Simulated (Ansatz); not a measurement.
Zn (diamond, Fd-3m) under volume change, DFT-PBE in the program Ansatz with PAW potentials, scaled uniformly.

```tsv
V (Å³/atom)	E − E(relaxed) (meV/atom)	P (GPa)
22.550	19.4	3.07
23.293	8.1	1.85
24.036	___	___
24.780	0.0	0.00
25.523	1.7	-0.70
26.267	___	___
27.010	13.5	-1.77
```

What belongs in the gaps?


- 26.267, E − E(relaxed) (meV/atom): 6.3
- 26.267, P (GPa): -1.29
- 24.036, E − E(relaxed) (meV/atom): 1.9
- 24.036, P (GPa): 0.84

What does a third-order Birch–Murnaghan fit give for V₀, B₀ and B′?

V₀ = 24.78 Å³/atom, B₀ = 25.6 GPa, B′ = 5.1.

The start of the workflow was typed in or built on a structure type; neither database checked (COD, Materials Project) lists it. It is not the phase usual at ambient conditions (space group No. 194). The cell was relaxed with PBE under the symmetry of its start; its stability against distortions is not shown here.

Potentials: the later of the program's two PAW sets.
